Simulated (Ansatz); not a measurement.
Data:

NaCl:
```yaml
crystal:
  lattice:
    - [6.68037, 0.00000, 0.00000]
    - [-3.34019, 5.78537, 0.00000]
    - [0.00000, 0.00000, 6.98529]
  atoms:
    - { symbol: Na, position: [0.00000, 0.66673, 0.50000] }
    - { symbol: Na, position: [0.66673, 0.00000, 0.50000] }
    - { symbol: Na, position: [0.33327, 0.33327, 0.50000] }
    - { symbol: Na, position: [0.00000, 0.33341, 0.00000] }
    - { symbol: Na, position: [0.33341, 0.00000, 0.00000] }
    - { symbol: Na, position: [0.66659, 0.66659, 0.00000] }
    - { symbol: Cl, position: [0.66667, 0.33333, 0.25003] }
    - { symbol: Cl, position: [0.66667, 0.33333, 0.74997] }
    - { symbol: Cl, position: [0.33333, 0.66667, 0.25003] }
    - { symbol: Cl, position: [0.33333, 0.66667, 0.74997] }
    - { symbol: Cl, position: [0.00000, 0.00000, 0.75005] }
    - { symbol: Cl, position: [0.00000, 0.00000, 0.24995] }
```

This is the PBEsol-relaxed structure.

All from DFT-PBEsol in the program Ansatz with PAW potentials, unless another level is named. Give the vibrational entropy at 300 K.

37.6 J/(K·mol of atoms).

Give the Debye temperature from the elastic constants.

287 K.

Space group P6_3/mmc (NiAs type). The workflow started from a Materials Project entry (that database holds measured and hypothetical structures alike); the Crystallography Open Database copy checked does not list it. It is not the phase usual at ambient conditions (space group No. 225). The PBEsol relaxation kept the symmetry of its start; phonons on a q-mesh show no instability.

Potentials: the earlier of the program's two PAW sets.
